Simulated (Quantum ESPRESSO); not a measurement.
## Band energies of AlAs

```
AlAs
1.0
    0.00000     2.81177     2.81177
    2.81177     0.00000     2.81177
    2.81177     2.81177     0.00000
Al As
1 1
Direct
  0.00000   0.00000   0.00000
  0.25000   0.25000   0.25000
```

LDA (pw.x of Quantum ESPRESSO, ONCV potentials, scalar-relativistic); path ΓXWKΓLUWLK,UX; energies in eV from the valence-band maximum.

```csv
k (1/Å),point,band 5,band 6,band 7,band 8,band 9,band 10,band 11,band 12
0.00,Γ,-34.56,-12.03,0.00,0.00,0.00,1.99,4.30,4.30
0.56,,-34.56,-11.24,-3.27,-1.37,-1.37,2.52,3.73,6.87
1.12,X,-34.56,-10.02,-5.51,-2.22,-2.22,1.32,2.22,10.35
1.68,W,-34.56,-9.99,-5.15,-3.27,-2.90,4.27,5.67,5.70
1.81,,-34.56,-10.01,-5.17,-3.35,-2.63,3.61,5.17,6.26
2.07,K,-34.56,-10.05,-5.24,-3.51,-1.84,2.15,4.95,8.21
2.37,,-34.56,-10.44,-4.89,-3.30,-1.16,3.05,6.19,6.40
2.96,,-34.56,-11.80,-1.77,-0.65,-0.08,3.15,4.31,4.52
3.26,Γ,-34.56,-12.03,0.00,0.00,0.00,1.99,4.30,4.30
3.47,,-34.56,-11.90,-1.24,-0.13,-0.13,2.71,4.53,4.53
4.12,,-34.56,-10.65,-5.54,-0.82,-0.82,2.11,4.70,4.70
4.22,L,-34.56,-10.58,-5.68,-0.84,-0.84,2.09,4.67,4.67
4.61,,-34.56,-10.32,-5.36,-2.82,-1.37,2.82,5.35,6.20
4.91,U,-34.56,-10.05,-5.24,-3.51,-1.84,2.15,4.95,8.21
5.20,,-34.56,-10.00,-5.16,-3.32,-2.74,3.87,5.25,6.07
5.30,W,-34.56,-9.99,-5.15,-3.27,-2.90,4.27,5.67,5.70
5.70,,-34.56,-10.31,-5.35,-2.76,-1.58,3.64,4.20,6.71
6.09,L,-34.56,-10.58,-5.68,-0.84,-0.84,2.09,4.67,4.67
6.26,,-34.56,-10.52,-5.61,-1.46,-0.97,2.67,4.45,5.00
6.69,,-34.56,-10.10,-5.21,-3.53,-1.73,2.30,5.52,7.63
6.78,K,-34.56,-10.05,-5.24,-3.51,-1.84,2.15,4.95,8.21
6.78,U,-34.56,-10.05,-5.24,-3.51,-1.84,2.15,4.95,8.21
7.17,X,-34.56,-10.02,-5.51,-2.22,-2.22,1.32,2.22,10.35
```

The LDA gap is indirect, 1.32 eV, from Γ to X; the smallest direct gap is 1.99 eV.

Spin-orbit splittings are left out.

Geometry relaxed with LDA.
